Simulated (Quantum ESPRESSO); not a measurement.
Al3ZnFO5, convergence and cost over cutoff and k mesh

Simulated, not a measurement. The program is pw.x of Quantum ESPRESSO 7.5 (plane-wave density functional theory). The cell is made up: 10 atoms on a corundum lattice, with randomly drawn elements, strain and displacements, not relaxed. PseudoDojo standard norm-conserving files (v0.5 for PBE, v0.4.1 for LDA and PBEsol) set the functional; there is no spin polarisation, spin-orbit coupling or dispersion term, and the masses in the input are unused placeholders.

Input of the run in row 2:

```
&control calculation='scf', pseudo_dir='./dojo.nc.sr.pbe.v0_5.standard.upf', outdir='./o', disk_io='low', tprnfor=.true., tstress=.true. /
&system ibrav=0, nat=10, ntyp=4, nbnd=39, ecutwfc=84.00895049, nosym=.true., tot_charge=0,
 occupations='smearing', smearing='fd', degauss=0.0018374661
/
&electrons conv_thr=7.350e-09, electron_maxstep=60, /
ATOMIC_SPECIES
Al 1.0 Al.upf
F 1.0 F.upf
O 1.0 O.upf
Zn 1.0 Zn.upf
CELL_PARAMETERS angstrom
2.4373 1.4309 4.4149
-2.4721 1.3886 4.4475
-0.054 -2.8233 4.4325
ATOMIC_POSITIONS angstrom
Al -0.014 0.0274 4.6573
Zn -0.0682 0.1452 1.9507
Al -0.0903 -0.0211 8.5418
Al -0.2208 0.1387 11.5493
F -1.0129 1.2189 7.65
O -0.8136 -1.653 7.6286
O 1.6593 0.1192 7.8009
O 0.9206 -1.3053 5.6554
O 0.6964 1.6717 5.5621
O -1.7341 -0.2554 5.6414
K_POINTS automatic
5 5 5 1 1 1
```

The same cell was run at these settings. Meshes are shifted by half a step, and differences are from the last row, which is itself not exact.

| cutoff (eV) | k mesh | k points solved | threshold (eV) | free energy less the last row's (eV) | pressure (GPa) | largest stress difference (GPa) | largest force difference (eV/Å) | iterations | wall time (s) | k-point pools | processor |
| --- | --- | --- | --- | --- | --- | --- | --- | --- | --- | --- | --- |
| 800 | 2 x 2 x 2 | 4 | 1e-04 | 2.240 | -20.86 | 32.95 | 0.078 | 8 | 12 | 4 | Intel Xeon, 2023 or later |
| 1143 | 5 x 5 x 5 | 63 | 1e-07 | 0.003 | 11.70 | 0.02 | 0.000 | 11 | 123 | 4 | Intel Xeon, 2023 or later |
| 1437 | 7 x 7 x 7 | 172 | 1e-07 | 0.000 | 11.73 | 0.00 | 0.000 | 11 | 2167 | 1 | AMD EPYC, Zen 5 class |

Each pool is one process. Wall times include start-up and a band step at six k points, which weighs most on the coarsest meshes. The runs were on shared virtual cores whose load varied, so times are rough.